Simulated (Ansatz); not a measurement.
Name crystals whose computed values (PBEsol (plane waves, PAW; program Ansatz)) fall in these windows: highest Γ mode, no LO–TO term (cm⁻¹) 88 to 110; B₀ by P(V) fit (GPa) 39 to 55.



```tsv
crystal	highest Γ mode, no LO–TO term (cm⁻¹)	B₀ by P(V) fit (GPa)
BiTe, R-3m (Bi on 3b, Te on 3a)	95	46.0
In2Bi, P6_3/mmc (In on 2a, In on 2d, Bi on 2c)	100	45.4
TlSn, L1₀ or tetragonal B2	88	45.9
La3In, Cu3Au type	104	43.6
LaBi, rock salt	110	52.6
```
Others may fit too.

Standing as an ambient phase not checked: BiTe, R-3m (Bi on 3b, Te on 3a); In2Bi, P6_3/mmc (In on 2a, In on 2d, Bi on 2c); TlSn, L1₀ or tetragonal B2; La3In, Cu3Au type; LaBi, rock salt. All cells were relaxed under the symmetry of their starts (and spin orders); stability against distortions was not tested throughout. Scalar-relativistic: spin–orbit coupling is off unless named, which matters more the heavier the elements.

Potentials: the later of the program's two PAW sets.
